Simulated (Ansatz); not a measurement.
Ni7Ge4:
```cif
data_Ge4Ni7
_chemical_formula_sum 'Ni7 Ge4'
_space_group_name_H-M_alt 'P 1'
_space_group_IT_number 1
_cell_length_a 6.25014
_cell_length_b 6.25014
_cell_length_c 6.25014
_cell_angle_alpha 143.968
_cell_angle_beta 76.592
_cell_angle_gamma 115.037
loop_
_space_group_symop_operation_xyz
  'x, y, z'
loop_
_atom_site_label
_atom_site_type_symbol
_atom_site_fract_x
_atom_site_fract_y
_atom_site_fract_z
_atom_site_occupancy
Ni1 Ni 0.61606 0.99366 0.62240 1
Ni2 Ni 0.37126 0.99366 0.37760 1
Ni3 Ni 0.12752 0.00290 0.12462 1
Ni4 Ni 0.87828 0.00290 0.87538 1
Ni5 Ni 0.66566 0.66566 0.00000 1
Ni6 Ni 0.08735 0.33286 0.75449 1
Ni7 Ni 0.57837 0.33286 0.24551 1
Ge1 Ge 0.91594 0.66599 0.24995 1
Ge2 Ge 0.41604 0.66599 0.75005 1
Ge3 Ge 0.31664 0.31664 0.00000 1
Ge4 Ge 0.86110 0.36110 0.50000 1
```

Relaxed with LDA.

### Question
Which orbitals make up the states near the Fermi level in LDA (plane waves, PAW; program Ansatz)?

### Answer
Within 0.5 eV of the Fermi level: Ni 3d 70 %, Ge 4p 21 %. Projections are on Löwdin-orthogonalised atomic valence shells; empty p or d shells of many metals are not among them.

### Question
Tabulate the density of states.

### Answer
States/eV per cell of 11 atoms, in 0.25 eV bins, energy from the Fermi level.

```csv
E (eV),total,Ni 3d,Ge 4p,Ni 4s
-7.85,0.00,0.00,0.00,0.00
-7.60,0.00,0.00,0.00,0.00
-7.35,0.52,0.07,0.29,0.13
-7.10,1.59,0.24,0.86,0.37
-6.85,3.84,0.70,1.94,0.86
-6.60,3.27,0.66,1.66,0.64
-6.35,3.34,0.79,1.70,0.56
-6.10,3.55,0.95,1.77,0.51
-5.85,4.18,1.29,2.01,0.50
-5.60,3.47,1.25,1.50,0.42
-5.35,4.44,1.73,1.88,0.52
-5.10,4.10,1.84,1.64,0.40
-4.85,6.50,3.47,2.39,0.45
-4.60,7.77,4.31,2.77,0.51
-4.35,8.31,4.96,2.63,0.51
-4.10,11.69,7.83,3.25,0.36
-3.85,11.91,8.15,3.25,0.25
-3.60,10.92,8.40,1.94,0.27
-3.35,13.17,10.66,1.76,0.27
-3.10,23.91,21.35,1.59,0.25
-2.85,18.42,16.46,1.25,0.12
-2.60,11.61,10.62,0.62,0.11
-2.35,15.67,14.58,0.64,0.16
-2.10,17.50,16.39,0.62,0.15
-1.85,18.90,17.79,0.60,0.16
-1.60,23.21,21.87,0.69,0.17
-1.35,29.63,28.14,0.64,0.24
-1.10,20.63,19.20,0.71,0.23
-0.85,10.16,9.13,0.63,0.16
-0.60,8.49,7.23,0.81,0.20
-0.35,6.06,4.69,0.99,0.14
-0.10,5.80,4.19,1.19,0.14
0.15,5.21,3.52,1.21,0.15
0.40,4.14,2.45,1.14,0.15
0.65,3.82,1.98,1.16,0.15
0.90,3.41,1.60,1.12,0.14
1.15,4.30,1.87,1.45,0.18
1.40,4.07,1.59,1.52,0.18
1.65,3.17,1.12,1.33,0.15
1.90,3.41,1.10,1.48,0.20
2.15,3.22,0.96,1.51,0.21
2.40,3.74,1.02,1.80,0.29
2.65,3.66,0.90,1.82,0.33
2.90,3.30,0.73,1.66,0.35
3.15,3.49,0.71,1.75,0.44
3.40,3.37,0.67,1.81,0.38
3.65,3.48,0.65,1.87,0.49
3.90,3.39,0.59,1.83,0.54
4.15,3.20,0.50,1.46,0.77
4.40,3.67,0.46,1.34,1.16
4.65,3.42,0.39,1.17,1.13
```

Space group Imm2. The workflow started from a Materials Project entry (that database holds measured and hypothetical structures alike); the Crystallography Open Database copy checked does not list it. Whether it is the stable phase at ambient conditions was not checked. Symmetry was held in the LDA relaxation; whether a distortion lowers the energy is not shown. No spin polarisation was allowed. Spin–orbit coupling is left out wherever it is not named.

Potentials: the later of the program's two PAW sets.
